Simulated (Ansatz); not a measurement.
Relaxed BN (h-BN type, space group P6_3/mmc):

```xyz
4
Lattice="2.4997 0.0000 0.0000 -1.2499 2.1648 0.0000 0.0000 0.0000 6.5253" Properties=species:S:1:pos:R:3 pbc="T T T"
B      0.0000     1.4432     1.6313
B      1.2499     0.7216     4.8940
N      0.0000     1.4432     4.8940
N      1.2499     0.7216     1.6313
```

Method: r2SCAN+rVV10 (plane waves to 500 eV, PAW, scalar-relativistic; Ansatz, a quantum-chemistry and plane-wave program). k mesh 12×12×4 (Γ-centred), Fermi-Dirac smearing 0.05 eV. BN was relaxed with its symmetry unable to fall. The PAW data are Ansatz's earlier set.

One atom of the cell was then moved (with its periodic images), all else fixed, and the forces (eV/Å) came out as:

```json
[
 {"atom": "B1", "Fx": "-9.315", "Fy": "3.705", "Fz": "-2.271"},
 {"atom": "B2", "Fx": "-0.002", "Fy": "-0.001", "Fz": "0.287"},
 {"atom": "N3", "Fx": "0.010", "Fy": "0.007", "Fz": "-0.206"},
 {"atom": "N4", "Fx": "9.307", "Fy": "-3.711", "Fz": "2.190"}
]
```

Which atom was moved, and by which vector (Å)?

B1, by (0.24, 0.00, 0.24), 0.34 Å in all.

(For displaced atoms, the force is minus the slope of the energy, and its curvature is a force constant, which sets phonon frequencies.)
